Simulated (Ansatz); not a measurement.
**Si: zone-centre modes**

All numbers below come from DFT LDA, scalar-relativistic, plane waves, PAW (Ansatz 0.2.0). The runs took a 420 eV cutoff, a Γ-centred 10×10×8 mesh and Gaussian smearing (0.15 eV). No spin polarisation.

Zero of the scan (relaxed at this level; this form isn't the usual structure):

```xyz
8
Lattice="4.5521 -2.4347 0.0000 4.5521 2.4347 0.0000 0.0000 0.0000 5.3276" Properties=species:S:1:pos:R:3 pbc="T T T"
Si    4.5521    0.0000    4.1050
Si    4.5521    0.0000    1.2227
Si    4.5521    2.4347    1.4412
Si    4.5521   -2.4347    3.8865
Si    6.6117    0.0000    2.6638
Si    2.0595    0.0000    0.0000
Si    2.4926    0.0000    2.6638
Si    7.0447    0.0000    0.0000
```

Harmonic modes by finite displacements of 0.02 Å, without the LO–TO term.

Problem. At this geometry, is the structure stable against these modes?

Solution. No: 1 mode is unstable, the strongest at 80i cm⁻¹.

Problem. List the wavenumbers in cm⁻¹.

Solution. 80i, 0, 0, 0, 104, 140, 143, 145, 146, 151, 153, 172, 230, 231, 254, 256, 270, 315, 317, 342, 355, 357, 362, 375.

Cost: 1 run of about 5.5 core-minutes, on Oxide Virtual Turin-like Processor (Zen 5) (shared hosts).